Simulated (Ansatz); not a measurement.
LiF (rock salt), relaxed with HSE06 (Ansatz, a quantum-chemistry and plane-wave program, plane waves, PAW): a = b = c = 4.011 Å, α = β = γ = 90.00°.

* **gap (eV)**: 11.52
* **B₀ by P(V) fit (GPa)**: 73.6

The same phase is relaxed and computed with LDA in the same code. What are the cell and these values now?

a = 3.909 Å, b = 3.909 Å, c = 3.909 Å, α = 90.00°, β = 90.00°, γ = 90.00°.

gap (eV): 9.69
B₀ by P(V) fit (GPa): 86.8

All cells were relaxed under the symmetry of their starts (and spin orders); stability against distortions was not tested throughout.

Potentials: the later of the program's two PAW sets.

Ansatz is a plane-wave DFT program.
